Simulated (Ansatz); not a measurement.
# Structures of BaBe4Ag: which is lowest?

Plane-wave DFT in Ansatz with scalar-relativistic PAW potentials, cutoff 420 eV, Γ-centred meshes chosen by cell and gap, Gaussian smearing with energies taken to zero width. Every cell was relaxed (cell and atoms) in a run of its own, within the symmetry of its start. Functional: PBE.

Relaxed structures (starts from databases or built by putting these elements on another compound's sites):
A. P4/nbm, 12 atoms in the computed cell, a = 4.415 Å, c = 9.513 Å; sites (symmetry × multiplicity) Ba 422 × 2, Be ..m × 8, Ag 422 × 2; start: built
B. F-43m, 6 atoms in the computed cell, a = 7.286 Å; sites (symmetry × multiplicity) Ba -43m × 4, Be .3m × 16, Ag -43m × 4; start: built

Q: Rank them by energy. Could pressure change the order?

A:
```csv
structure,group,E − E(lowest) (meV/atom),V (Å³/atom),gap on mesh (eV)
A,P4/nbm,0.0,15.45,0.00
B,F-43m,178,16.12,0.00
```

A is lowest, 178 meV/atom under B. The lowest is also the densest of these, so pressure wouldn't bring one of the others in at first order. Other structures may lie lower than all of these, and vibrations aren't counted.

Spin-orbit coupling is left out, which matters for the bands of heavy elements.